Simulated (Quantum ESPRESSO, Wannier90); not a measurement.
ScS (rock salt), plane waves to Wannier functions

```xyz
2
Lattice="0.0000 2.6088 2.6088 2.6088 0.0000 2.6088 2.6088 2.6088 0.0000" Properties=species:S:1:pos:R:3 pbc="T T T"
Sc     2.6088     2.6088     2.6088
S      0.0000     0.0000     0.0000
```

Materials Project entry mp-1476; symmetrised, unrelaxed at this level. COD (Crystallography Open Database) has an entry of this formula and space group (matched by these alone). Level: PBEsol, no spin polarisation, no spin-orbit coupling; pw.x of Quantum ESPRESSO at 63 Ry with PseudoDojo potentials, 10×10×10 k-points, Wannier90. Density: 10×10×10 mesh, cold smearing 0.01 Ry.

Base run: 8 functions from bands 6-22 of the 22 computed, start hydrogen-like Sc: d; S: p, centres 0.05 Å off the atoms, frozen window up to 1.50 eV relative to the Fermi level, outer window open. Its settings: num_cg_steps = 5, trial_step = 2 and dis_mix_ratio = 0.5 (the program's defaults), conv_tol = 1.0e-6 over 4 steps, num_iter = 1000, dis_conv_tol = 1.0e-6, dis_num_iter = 1000. One of them is changed at a time.

| run | disentanglement steps | localisation steps | Ω_I (Å²) | Ω_total (Å²) | ended |
|---|---|---|---|---|---|
| base | 85 | 25 | 13.318 | 14.114 | converged |
| conv_tol = 1.0e-4 | 85 | 15 | 13.318 | 14.114 | converged |
| conv_tol = 1.0e-10 | 85 | 53 | 13.318 | 14.114 | converged |
| dis_num_iter = 20 | 20 | 24 | 13.340 | 14.129 | step limit |
